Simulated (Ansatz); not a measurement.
SnSe2:
```
SnSe2
1.0
    3.82904     0.00000     0.00000
   -1.91452     3.31604     0.00000
    0.00000     0.00000     6.28496
Sn Se
1 2
Direct
  0.00000   0.00000   0.00000
  0.33333   0.66667   0.25038
  0.66667   0.33333   0.74962
```

Plane-wave PAW r²SCAN+D4 (Ansatz code) gives a gap of 0.96 eV without spin–orbit coupling, maximum off the standard path, at k = (0.000, 0.154, -0.138), minimum off the standard path, at k = (0.000, -0.461, -0.346).

Q: What happens when spin–orbit coupling is switched on?

A: The gap drops by 0.07 eV, to 0.89 eV; maximum off the standard path, at k = (0.000, 0.161, -0.068), minimum off the standard path, at k = (0.000, -0.461, -0.346).

Q: Give the electron effective mass with spin–orbit coupling.

A: 0.20, 0.45, 0.64 mₑ (principal values).

Q: Give the hole effective mass with spin–orbit coupling.

A: 0.32, 0.66, 1.7 mₑ (principal values).

Space group P-3m1 (CdI2 type). Symmetry was held in the r²SCAN+D4 relaxation.

Potentials: the later of the program's two PAW sets.
